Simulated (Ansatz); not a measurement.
C₂H₂ on several surfaces: where does it stick?

Plane-wave DFT in Ansatz, PBE+D3(BJ), scalar-relativistic PAW potentials, cutoff 420 eV, no spin-orbit coupling; no spin polarisation. One C₂H₂ on the relaxed slab of each surface, relaxed from 2 starts; the lowest end is kept. E_ads counts from the clean slab and the free molecule, negative is bound, no zero-point or thermal terms.

| surface | area per molecule (Å²) | slab thickness (Å) |
| --- | --- | --- |
| WSe₂ (P6_3/mmc)(001), top plane Se | 37 | 9.8 |
| Ti (P6_3/mmc)(001), top plane Ti | 29 | 6.9 |
| Rh (Fm-3m)(100), top plane Rh | 29 | 5.7 |

**Question.** Order the surfaces by binding, and say what becomes of the molecule.

**Answer.**
```csv
surface,E_ads (eV),ends as,lowest atom over the slab (Å)
"Ti (P6_3/mmc)(001), top plane Ti",-5.00,one piece,1.33
"Rh (Fm-3m)(100), top plane Rh",-3.33,one piece,1.44
"WSe₂ (P6_3/mmc)(001), top plane Se",-0.22,one piece,3.02
```

**Question.** What does that mean for selective growth or etching at 600 K?

**Answer.** Where it stays in one piece the residence time is τ = 10⁻¹³ s × exp(−E_ads/k_BT): Ti (P6_3/mmc)(001), top plane Ti 10^29 s, Rh (Fm-3m)(100), top plane Rh 10^15 s, WSe₂ (P6_3/mmc)(001), top plane Se 10^-11 s. Times of over a second mean that it doesn't desorb within a process step: it stays, reacts or is displaced. The spread of 4.78 eV between the strongest and the weakest surface is 92 k_BT, which favours Ti (P6_3/mmc)(001), top plane Ti. Selectivity in a process also hangs on barriers, coverage, defects and the groups that really cover the surface; few starts were tried, so lower ends can exist.

Spin-orbit coupling, left out, matters for the members with heavy elements. Slabs are thin, meshes coarse (errors of a tenth or two of an eV), and their faces ideal or simply closed, not reconstructed as in a reactor.

Cost: about 210 core-minutes for the runs cited, on Arm Neoverse V2, Intel Xeon 6975P-C (Granite Rapids) (shared hosts).